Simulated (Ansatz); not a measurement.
Values for one crystal, relaxed and computed with plane-wave PAW PBE (Ansatz code); other levels are named.

```yaml
volume_per_atom: 16.48 Å³
electronic_character: metallic (no gap)
Poisson's ratio: 0.32
Young's modulus: 86.3 GPa
mechanical_stability: stable (all eigenvalues of C positive)
Density of states at the Fermi level: 0.38 states/eV per atom (mean over ±0.08 eV)
debye_temperature_from_the_elastic_constants: 455 K
```

**Question.** Which of these materials gives this?
(A) Au, fcc (Cu type)
(B) Al, fcc (Cu type)
(C) Ca, fcc (Cu type)
(D) Re, hcp (Mg type)

**Answer.** B, Al, fcc (Cu type)

Space group Fm-3m (fcc (Cu type)). The PBE relaxation kept the symmetry of its start. As this level gives no gap, shear constants depend on the k-mesh and smearing (Fermi–Dirac, 0.1 eV here).

Potentials: the earlier of the program's two PAW sets.
